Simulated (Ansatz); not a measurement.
Eu:
```
CELL_PARAMETERS angstrom
      1.83531    -3.18112     0.00000
      1.83531     3.18112     0.00000
      0.00000     0.00000     5.91336
ATOMIC_POSITIONS crystal
  Eu 0.83353 0.16647 0.75000
  Eu 0.16647 0.83353 0.25000
```
The run is spin-polarised; directions of the spins, atom by atom: ↑ ↑.

Relaxed with LDA. Special points in fractions of this cell's reciprocal vectors: Γ (0.000, 0.000, 0.000); Y (-0.500, 0.500, 0.000); C0 (-0.333, 0.667, 0.000); Σ0 (0.333, 0.333, 0.000); Z (0.000, 0.000, 0.500); A0 (0.333, 0.333, 0.500); E0 (-0.333, 0.667, 0.500); T (-0.500, 0.500, 0.500); S (0.000, 0.500, 0.000); R (0.000, 0.500, 0.500).

### Question
List the band energies nearest the Fermi level at these points for LDA in the plane-wave PAW code Ansatz.

### Answer
In eV from the Fermi level; about four levels below and three above (degenerate sets whole), none deeper than 8.9 eV; points with the same levels are listed once.

| k | below | above |
|---|---|---|
| Γ ↑ | -0.35 -0.35 -0.29 -0.28 | 1.52 1.90 1.91 |
| Y ↑ | -0.33 -0.32 -0.29 -0.26 | 0.56 1.64 1.65 |
| C0 ↑ | -0.33 -0.33 -0.32 -0.32 -0.20 -0.11 | 1.30 1.31 2.63 |
| Z ↑ | -0.32 -0.32 -0.32 -0.32 -0.28 -0.28 | 1.11 1.11 1.82 1.82 |
| A0 ↑ | -0.41 -0.41 -0.32 -0.32 | 0.06 0.06 0.10 0.10 |
| T ↑ | -0.33 -0.33 -0.32 -0.32 | 0.21 0.21 2.08 2.08 |
| S ↑ | -0.33 -0.32 -0.29 -0.27 | 0.56 1.63 1.66 |
| Γ ↓ | -3.67 -1.08 | 2.35 2.86 2.87 2.87 |
| Y ↓ | -0.64 -0.42 -0.02 | 1.50 2.49 2.71 |
| C0 ↓ | -0.01 | 0.68 0.69 0.85 |
| Z ↓ | -2.14 -2.14 | 1.84 1.84 2.88 2.88 |
| A0 ↓ | – | 0.45 0.45 0.66 0.66 |
| T ↓ | -0.86 -0.86 | 1.01 1.01 2.69 2.69 |
| S ↓ | -0.64 -0.42 -0.03 | 1.50 2.50 2.70 |
| R ↓ | -0.85 -0.85 | 1.01 1.01 2.69 2.69 |

Space group P6_3/mmc (hcp (Mg type)). The workflow started from a Materials Project entry (that database holds measured and hypothetical structures alike); the Crystallography Open Database copy checked does not list it. It is not the phase usual at ambient conditions (space group No. 229). Symmetry was held in the LDA relaxation; whether a distortion lowers the energy is not shown. Spin order of the final state: ferromagnetic, chosen from 5 collinear starts compared on coarse meshes (ties went to the first, and starts can fall back to one state), not a proven ground state. Caveat: open 4f shells can settle in a state that is not the lowest. No Hubbard U is applied. Point labels and valley counts follow the cell and symmetry of the run, lower than the named group. Spin–orbit coupling is left out wherever it is not named.

Potentials: the earlier of the program's two PAW sets. The files were generated under PBE; for other functionals the program regenerates the frozen cores, and for LDA and PBEsol the local potential too.
